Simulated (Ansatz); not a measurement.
A relaxed cell of Al4CoNi3 is given with its symmetry left out. The cell was found from a structure generator's guess, not taken from experiment.

Theory: Ansatz 0.2.0, DFT PBE, scalar-relativistic, plane waves, PAW. Cutoff 420 eV, Γ-centred mesh, Gaussian smearing, collinear spin.

```cif
data_structure
_symmetry_space_group_name_H-M 'P 1'
_symmetry_Int_Tables_number 1
_cell_length_a 4.0831
_cell_length_b 4.0831
_cell_length_c 5.7671
_cell_angle_alpha 90.000
_cell_angle_beta 90.000
_cell_angle_gamma 90.000
_cell_volume 96.15
loop_
_atom_site_label
_atom_site_type_symbol
_atom_site_fract_x
_atom_site_fract_y
_atom_site_fract_z
_atom_site_occupancy
Al1 Al 0.50000 0.00000 0.75134 1
Al2 Al 0.50000 0.00000 0.24866 1
Al3 Al 0.00000 0.50000 0.75134 1
Al4 Al 0.00000 0.50000 0.24866 1
Co1 Co 0.50000 0.50000 0.00000 1
Ni1 Ni 0.00000 0.00000 0.50000 1
Ni2 Ni 0.00000 0.00000 0.00000 1
Ni3 Ni 0.50000 0.50000 0.50000 1
```

The zero of energy is the elements' standard structures at the same level; no fitted shifts are applied.

(1) What space group does it have?

(2) What is its formation energy per atom?

(3) Is it a metal?

(4) Which magnetic moments does it keep?

Answers

(1) P4/mmm (No. 123). Conventional cell: a = 4.083 Å, c = 5.767 Å. Around Al lie 2 Co at 2.49 Å, 6 Ni at 2.49–2.50 Å and 6 Al at 2.87–2.90 Å; Co has 8 Al at 2.49 Å and 6 Ni at 2.88–2.89 Å; Ni on its first site has 8 Al at 2.50 Å and 6 Ni at 2.88–2.89 Å; Ni on its second site is surrounded by 8 Al at 2.49 Å, 2 Ni at 2.88 Å and 4 Co at 2.89 Å; 1 more site not described.

(2) −0.62 eV/atom. It lies below the elements, which doesn't yet make it stable against other compounds or structures.

(3) Yes, bands cross the Fermi level on the 10×10×8 mesh.

(4) 0.10 μB per atom net, the space between the atoms included; by site: Co 0.6; Ni 0.1 μB.

The last run used collinear spin, a 10×10×8 mesh (in the run's order of axes) for its 8-atom cell and Gaussian smearing of 0.10 eV. The magnetic state reached may not be the lowest. Symmetry constrained the relaxation, so the result can be a saddle point.
